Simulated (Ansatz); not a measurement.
The relaxed structure here is a generated cell of SnO: the first start was made by placing the elements on the sites of a structure type, and the end was not matched to a known phase here, so it may be hypothetical. Known forms of SnO include space group No. 129.

A structure of SnO relaxed with PBEsol (plane waves to 420 eV, PAW, scalar-relativistic; Ansatz, an electronic-structure program); single points at other levels follow on the same geometry (Ansatz, PAW; PBEsol+SOC at 420 eV on a 9×9×7 k-mesh; spin-orbit coupling only where +SOC is written). Space group P6₃/mmc (No. 194).

```xyz
4
Lattice="4.1144 0.0000 0.0000 -2.0572 3.5631 0.0000 0.0000 0.0000 5.1337" Properties=species:S:1:pos:R:3 pbc="T T T"
Sn     0.0000     2.3754     1.2834
Sn     2.0572     1.1877     3.8503
O      0.0000     2.3754     3.8503
O      2.0572     1.1877     1.2834
```

```json
[
 {"level": "PBEsol", "gap (eV)": "0.33", "kind": "direct", "conduction minimum": "H"},
 {"level": "PBEsol+SOC", "gap (eV)": "?", "kind": "?", "conduction minimum": "?"}
]
```

**Question.** Complete the blanks.

**Answer.** 
- PBEsol+SOC, gap (eV): 0.22
- PBEsol+SOC, kind: direct
- PBEsol+SOC, conduction minimum: H

The shift from spin-orbit coupling is approximate. No spin polarisation in the result.

The run could not lower the symmetry of its start; a shaken copy of this end point relaxes with PBEsol to P4/nmm (No. 129), 0.49 eV/atom lower.
